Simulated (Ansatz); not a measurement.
Sb$_{2}$Au (fluorite or antifluorite type, Fm-3m) at seven volumes, DFT-r²SCAN in the program Ansatz with PAW potentials, scaled uniformly. One row is withheld.

| V (Å³/atom) | P (GPa) |
|---|---|
| 24.236 | 9.31 |
| 25.035 | 5.64 |
| 25.834 | 2.57 |
| 26.633 | 0.00 |
| 27.432 | -2.15 |
| 28.231 | -3.93 |
| 29.030 | ? |

### Question
Fit the shown pressures and predict the withheld one.

### Answer
P = (3/2)B₀(x^(7/2) − x^(5/2))[1 + (3/4)(B′ − 4)(x − 1)] with x = (V₀/V)^(2/3). Least squares on the six rows gives V₀ = 26.634 Å³/atom, B₀ = 78.1 GPa, B′ = 4.97. At V = 29.030, x = 0.9442 and P = -5.43 GPa. The run itself gave -5.40 GPa.

The workflow started from an entry of the Crystallography Open Database (COD), which files this formula under 2 space groups. Whether it is the stable phase at ambient conditions was not checked. The cell was relaxed with r²SCAN under the symmetry of its start. At this level the phase is mechanically unstable. Its formation energy is positive at this level, so the cell may be metastable or incomplete. Scalar-relativistic: spin–orbit coupling is off unless named, which matters more the heavier the elements.

Potentials: the later of the program's two PAW sets.
